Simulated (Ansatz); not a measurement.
In the program Ansatz at the r²SCAN level (PAW), Si3Ge in the tetragonal phase (P-4m2; Si on 2g, Si on 1a, Ge on 1c) relaxes to a = 3.886 Å, c = 5.488 Å. Si on 2g has 4 nearest neighbours from 2.36 Å (tetrahedral); Si on 1a has 4 nearest neighbours from 2.36 Å (tetrahedral); Ge has 4 nearest neighbours from 2.39 Å (tetrahedral). Against the elements it lies at 0.008 eV/atom, with no fitted shifts.

The Kohn–Sham gap is 0.56 eV (indirect). The valence maximum lies at Γ and the conduction minimum at M. HSE06 on the same cell gives 0.94 eV. Gap from r²SCAN with spin–orbit coupling: 0.53 eV. The electron mass is 0.19, 0.42, 0.42 mₑ (principal values).

The bulk modulus is 908 kbar. The relaxed-ion elastic constants in GPa are C11 = 188, C12 = 28.4, C13 = 57.1, C33 = 158, C44 = 79.0, C66 = 50.8. The elastic constants imply a Debye temperature near 550 K. Bader charges are Si +0.04 to +0.18, Ge -0.39 e.

The start of the workflow was typed in or built on a structure type; neither database checked (COD, Materials Project) lists it. Its standing as an ambient phase is unchecked. The r²SCAN relaxation kept the symmetry of its start; whether a distortion lowers the energy is not shown. The references are the lowest solids computed at this level, not always the standard phases. Spin–orbit coupling is left out wherever it is not named.

Potentials: the earlier of the program's two PAW sets. The files were generated under PBE; for other functionals the program regenerates the frozen cores, and for LDA and PBEsol the local potential too.
